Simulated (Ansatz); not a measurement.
Cs$_{4}$I: relaxed-ion elastic tensor

These are results of DFT PBE, scalar-relativistic, plane waves, PAW (Ansatz 0.2.0), not measurements. Settings: 420 eV plane-wave cutoff, Γ-centred 6×6×6 mesh, Fermi-Dirac smearing of 0.15 eV. No spin polarisation.

The cell, relaxed at this level:
```
CELL_PARAMETERS angstrom
7.84350 0.00000 0.00000
0.00000 7.84350 0.00000
0.00000 0.00000 7.84350
ATOMIC_POSITIONS crystal
Cs 0.50000 0.50000 0.50000
Cs 0.50000 0.00000 0.00000
Cs 0.00000 0.50000 0.00000
Cs 0.00000 0.00000 0.50000
I 0.00000 0.00000 0.00000
```

It was reached by relaxing an invented guess, and it needn't be the stable form of this composition. In a metal, frequencies and elastic constants depend on the k mesh and the smearing, soft modes and shear constants most. Spin–orbit coupling is left out, which matters for heavy elements.

**Question.** Give the relaxed-ion elastic constants (GPa, Voigt order xx yy zz yz xz xy, on the Cartesian axes of the cell above).

**Answer.**
```
6.0 2.0 2.0 0.0 0.0 0.0
2.0 6.0 2.0 0.0 0.0 0.0
2.0 2.0 6.0 0.0 0.0 0.0
0.0 0.0 0.0 1.4 0.0 0.0
0.0 0.0 0.0 0.0 1.4 0.0
0.0 0.0 0.0 0.0 0.0 1.4
```

**Question.** Is the crystal stable against homogeneous strain?

**Answer.** Too close to call: the least eigenvalue is 1.4 GPa, within what the k mesh leaves open in a metal.
